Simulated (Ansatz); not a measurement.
Given:

Starting cell, Pt (fcc, Cu type):

```
Pt
1.0
    3.91815     0.00000     0.00000
    0.00000     3.91815     0.00000
    0.00000     0.00000     3.91815
Pt
4
Cartesian
  0.00000   0.00000   0.00000
  1.95907   1.95907   0.00000
  1.95907   0.00000   1.95907
  0.00000   1.95907   1.95907
```

Scan: atom 4 (Pt, nearest neighbour Pt at 2.771 Å; its periodic images, 3.9 Å or more away, move with it) is displaced along Cartesian z, direction (0.000, 0.000, 1.000) in Cartesian axes, by s. The other atoms stay.

Level of theory: PBEsol (plane waves to 420 eV, PAW, scalar-relativistic; Ansatz, an electronic-structure program). k mesh 10×10×10 (Γ-centred), Fermi-Dirac smearing 0.05 eV. E stands for the smeared free energy. With partly filled bands, energies and forces of such displacements shift with the k mesh and the smearing. Pt is run without spin polarisation. Pt was relaxed with its symmetry unable to fall. Spin-orbit coupling is left out, though Pt is heavy. The PAW data are Ansatz's earlier set. ΔE is measured from the undisplaced structure.

The scan covers s from -0.830 to 0.830 Å in 11 points.

**Question.** Is this a single well or a double well?

**Answer.** A single well with its minimum at or next to zero displacement.

**Question.** Is the energy the same for equal positive and negative displacements?

**Answer.** Even: the same for both signs. With its periodic images moving along, the atom's site symmetry in this cell is m-3m.

**Question.** What force acts on the atom along the line at s = -0.830 Å?

**Answer.** 12.6 eV/Å.

**Question.** What is the force constant k = d²E/ds² of this move at s = 0?

**Answer.** 12.9 eV/Å².

(For displaced atoms, the force is minus the slope of the energy, and its curvature is a force constant, which sets phonon frequencies.)
